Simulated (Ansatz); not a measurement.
**What DFT gives for ZrInO4**

```
In Zr O
1.0
     5.04952   -0.69548   -0.72912
    -0.71360    5.21166    0.12742
    -0.03342    0.47103    5.76341
In Zr O
2 2 8
Direct
  0.13971 0.26633 0.81679
  0.10114 0.95097 0.23306
  0.58767 0.01550 0.95683
  0.33452 0.50828 0.28014
  0.91015 0.13621 0.47181
  0.90465 0.49433 0.97037
  0.73557 0.31169 0.61146
  0.54978 0.13374 0.36440
  0.60414 0.59258 0.81727
  0.82793 0.34966 0.23984
  0.82125 0.60584 0.39820
  0.91033 0.64667 0.69182
```

The numbers come from plane-wave PAW DFT (Ansatz): a composed functional ({exchange: slater, correlation: lyp}), no spin polarisation, 420 eV, 4×4×3 (shifted by 0.5, 0.5, 0 steps) k points, methfessel-paxton occupations (width 0.0415 eV). Nothing was relaxed.

- Electronic structure: It is a metal, with about 7.6 states/eV a cell as the mean within 0.25 eV of the Fermi level, mostly O p (51 %) and Zr d (35 %).
- Stress: The pressure is 9.6 GPa (compression positive), so with the atoms held at these fractions the cell would first expand; the forces are large, so a full relaxation may end otherwise. The principal stresses -0.9, 11.7, 18.2 GPa differ, so its shape would change too.
- Contacts: O–O at 1.71 Å: least valence density 0.96 e/Å³ and ELF 0.37 there. In–O at 2.22 Å: least valence density 0.47 e/Å³ and ELF 0.21 there. Zr–O at 2.42 Å: least valence density 0.33 e/Å³ and ELF 0.18 there. These are pseudo-fields; inside the PAW spheres they differ from the all-electron ones.
- Charges: Bader charges in e: Zr +1.57, In +0.49 to +0.63, O -0.77 to -0.25. In the mean Zr gives up most and O takes most.
- Forces: The largest is on O8: 8.23 eV/Å, components (-7.88, -2.28, -0.53). It makes 142° with the line to a nearest neighbour, O10 at 1.77 Å, pointing away from it.

Origin: a disordered cell, so it need not be a known compound. Caveats: many states at the Fermi level without spin polarisation, so a magnetic state may lie lower; the k mesh is coarse if the cell is a metal; atoms or cell far from equilibrium; forces of this functional can be a tenth off on these datasets.
